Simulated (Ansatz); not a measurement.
Input, command and steps of an Ansatz relaxation.

```yaml
crystal:
  lattice:
    - [4.5493016087, -2.0789496105, 0.0]
    - [4.5493016087, 2.0789496105, 0.0]
    - [0.0, 0.0, 6.6514494625]
  atoms:
    - { symbol: Na, position: [0.4933752274, 0.5066247726, 0.1666666667] }
    - { symbol: Na, position: [0.5066247726, 0.4933752274, 0.6666666667] }
    - { symbol: P, position: [0.0833333333, 0.4166666667, 0.1395744137] }
    - { symbol: P, position: [0.5833333333, 0.9166666667, 0.1395744137] }
    - { symbol: P, position: [0.9166666667, 0.5833333333, 0.6395744137] }
    - { symbol: P, position: [0.4166666667, 0.0833333333, 0.6395744137] }
basis:
  ecutwfc: 420
kpoints:
  mp_grid: { grid: [4, 4, 4] }
hamiltonian:
  xc: pbe
scf:
  occupations: { method: gaussian, width: 0.1 }
  lower_state_search: "off"
output:
  forces: true
  stress: true
  eigenvalues: true
relax:
  adjacent_minimum: "off"
  f_tol: 0.04
  max_steps: 70
  cell: { stress_tol: 0.4 }
```

```bash
ansatz run input.yaml --threads 1 --pin off --max-ram 2560MiB --backend cpu --events-out ev --progress --plain --runs-dir out
```

Level of theory: Ansatz 0.2.0, DFT PBE, scalar-relativistic, plane waves, PAW.

Of 18 frames 10 are shown, positions in Å and forces in eV/Å; the SCF threshold varies from step to step. Steps run on the plane waves of an earlier cell, with a Pulay correction in the pressure. The basis is chosen afresh for the last frame, the zero of the energies, and at times for earlier ones too; energy and pressure step there, also at an unchanged geometry.

```xyz
6
Lattice="4.5493 -2.0789 0.0000 4.5493 2.0789 0.0000 0.0000 0.0000 6.6514" Properties=species:S:1:pos:R:3:forces:R:3 pbc="T T T" step=1 free_energy_over_end_meV_per_atom=749.08 pressure_GPa=17.00
Na    4.5493    0.0275    1.1086    0.0000   -0.4761    0.4195
Na    4.5493   -0.0275    4.4343    0.0000    0.4761    0.4195
P     2.2747    0.6930    0.9284   -1.4691    0.3108   -0.2098
P     6.8240    0.6930    0.9284    1.4691    0.3108   -0.2098
P     6.8240   -0.6930    4.2541    1.4691   -0.3108   -0.2098
P     2.2747   -0.6930    4.2541   -1.4691   -0.3108   -0.2098
6
Lattice="4.9878 -2.2113 0.0000 4.9878 2.2113 0.0000 0.0000 0.0000 6.7916" Properties=species:S:1:pos:R:3:forces:R:3 pbc="T T T" step=3 free_energy_over_end_meV_per_atom=411.91 pressure_GPa=1.24
Na    4.9878    0.2249    1.2912    0.0000    0.0485    0.3055
Na    4.9878   -0.2249    4.6870    0.0000   -0.0485    0.3055
P     2.4135    0.9116    0.8683   -0.2676    0.0954   -0.1527
P     7.5622    0.9116    0.8683    0.2676    0.0954   -0.1527
P     7.5622   -0.9116    4.2641    0.2676   -0.0954   -0.1527
P     2.4135   -0.9116    4.2641   -0.2676   -0.0954   -0.1527
6
Lattice="5.0342 -2.2371 0.0000 5.0342 2.2371 0.0000 0.0000 0.0000 6.5089" Properties=species:S:1:pos:R:3:forces:R:3 pbc="T T T" step=5 free_energy_over_end_meV_per_atom=317.35 pressure_GPa=-1.84
Na    5.0342    0.4253    1.5724    0.0000    0.1664    0.2794
Na    5.0342   -0.4253    4.8269    0.0000   -0.1664    0.2794
P     2.3595    1.0261    0.6647   -0.0793    0.0544   -0.1397
P     7.7090    1.0261    0.6647    0.0793    0.0544   -0.1397
P     7.7090   -1.0261    3.9192    0.0793   -0.0544   -0.1397
P     2.3595   -1.0261    3.9192   -0.0793   -0.0544   -0.1397
6
Lattice="4.9753 -2.2383 0.0000 4.9753 2.2383 0.0000 0.0000 0.0000 5.9555" Properties=species:S:1:pos:R:3:forces:R:3 pbc="T T T" step=7 free_energy_over_end_meV_per_atom=234.80 pressure_GPa=-1.19
Na    4.9753    0.6531    1.7010    0.0000    0.1414   -0.0694
Na    4.9753   -0.6531    4.6787    0.0000   -0.1414   -0.0694
P     2.2941    1.1487    0.4770    0.0392   -0.0792    0.0347
P     7.6564    1.1487    0.4770   -0.0392   -0.0792    0.0347
P     7.6564   -1.1487    3.4548   -0.0392    0.0792    0.0347
P     2.2941   -1.1487    3.4548    0.0392    0.0792    0.0347
6
Lattice="4.9758 -2.2610 0.0000 4.9758 2.2610 0.0000 0.0000 0.0000 5.3100" Properties=species:S:1:pos:R:3:forces:R:3 pbc="T T T" step=9 free_energy_over_end_meV_per_atom=146.40 pressure_GPa=1.29
Na    4.9758    0.8464    1.5703    0.0000    0.1515   -0.4159
Na    4.9758   -0.8464    4.2253    0.0000   -0.1515   -0.4159
P     2.2784    1.1795    0.3985    0.0563   -0.1823    0.2079
P     7.6732    1.1795    0.3985   -0.0563   -0.1823    0.2079
P     7.6732   -1.1795    3.0535   -0.0563    0.1823    0.2079
P     2.2784   -1.1795    3.0535    0.0563    0.1823    0.2079
6
Lattice="5.0840 -2.2880 0.0000 5.0840 2.2880 0.0000 0.0000 0.0000 5.1370" Properties=species:S:1:pos:R:3:forces:R:3 pbc="T T T" step=10 free_energy_over_end_meV_per_atom=112.06 pressure_GPa=0.08
Na    5.0840    0.9947    1.4055    0.0000    0.1167   -0.2451
Na    5.0840   -0.9947    3.9740    0.0000   -0.1167   -0.2451
P     2.3147    1.1146    0.4423   -0.0448    0.0850    0.1226
P     7.8532    1.1146    0.4423    0.0448    0.0850    0.1226
P     7.8532   -1.1146    3.0109    0.0448   -0.0850    0.1226
P     2.3147   -1.1146    3.0109   -0.0448   -0.0850    0.1226
6
Lattice="5.0881 -2.2376 0.0000 5.0881 2.2376 0.0000 0.0000 0.0000 5.0389" Properties=species:S:1:pos:R:3:forces:R:3 pbc="T T T" step=12 free_energy_over_end_meV_per_atom=63.62 pressure_GPa=-1.58
Na    5.0881    1.2208    1.1369    0.0000   -0.1363   -0.0848
Na    5.0881   -1.2208    3.6564    0.0000    0.1363   -0.0848
P     2.2292    1.1179    0.5547   -0.8021    0.0097    0.0424
P     7.9471    1.1179    0.5547    0.8021    0.0097    0.0424
P     7.9471   -1.1179    3.0742    0.8021   -0.0097    0.0424
P     2.2292   -1.1179    3.0742   -0.8021   -0.0097    0.0424
6
Lattice="5.1618 -2.1602 0.0000 5.1618 2.1602 0.0000 0.0000 0.0000 4.9520" Properties=species:S:1:pos:R:3:forces:R:3 pbc="T T T" step=14 free_energy_over_end_meV_per_atom=11.53 pressure_GPa=-0.37
Na    5.1618    1.0794    1.0095    0.0000   -0.0123   -0.1124
Na    5.1618   -1.0794    3.4855    0.0000    0.0123   -0.1124
P     2.1675    1.0576    0.5991    0.2801    0.1150    0.0562
P     8.1560    1.0576    0.5991   -0.2801    0.1150    0.0562
P     8.1560   -1.0576    3.0751   -0.2801   -0.1150    0.0562
P     2.1675   -1.0576    3.0751    0.2801   -0.1150    0.0562
6
Lattice="5.2278 -2.1562 0.0000 5.2278 2.1562 0.0000 0.0000 0.0000 4.8564" Properties=species:S:1:pos:R:3:forces:R:3 pbc="T T T" step=16 free_energy_over_end_meV_per_atom=2.24 pressure_GPa=0.22
Na    5.2278    1.0716    0.7940    0.0000    0.0139   -0.0186
Na    5.2278   -1.0716    3.2222    0.0000   -0.0139   -0.0186
P     2.2097    1.0773    0.6855    0.0147    0.0029    0.0093
P     8.2458    1.0773    0.6855   -0.0147    0.0029    0.0093
P     8.2458   -1.0773    3.1137   -0.0147   -0.0029    0.0093
P     2.2097   -1.0773    3.1137    0.0147   -0.0029    0.0093
6
Lattice="5.2191 -2.1632 0.0000 5.2191 2.1632 0.0000 0.0000 0.0000 4.8740" Properties=species:S:1:pos:R:3:forces:R:3 pbc="T T T" step=18 free_energy_over_end_meV_per_atom=0.00 pressure_GPa=-0.07
Na    5.2191    1.0820    0.7576    0.0000   -0.0007   -0.0076
Na    5.2191   -1.0820    3.1946    0.0000    0.0007   -0.0076
P     2.2061    1.0817    0.7077    0.0031   -0.0006    0.0038
P     8.2321    1.0817    0.7077   -0.0031   -0.0006    0.0038
P     8.2321   -1.0817    3.1447   -0.0031    0.0006    0.0038
P     2.2061   -1.0817    3.1447    0.0031    0.0006    0.0038
```

The start is a random arrangement. At the end the space group is Fmm2 (tolerance 0.05 Å).

It took 2.5 min on 1 thread of Arm Neoverse V1 (shared host), peak memory 0.34 GiB.

The k mesh is coarse.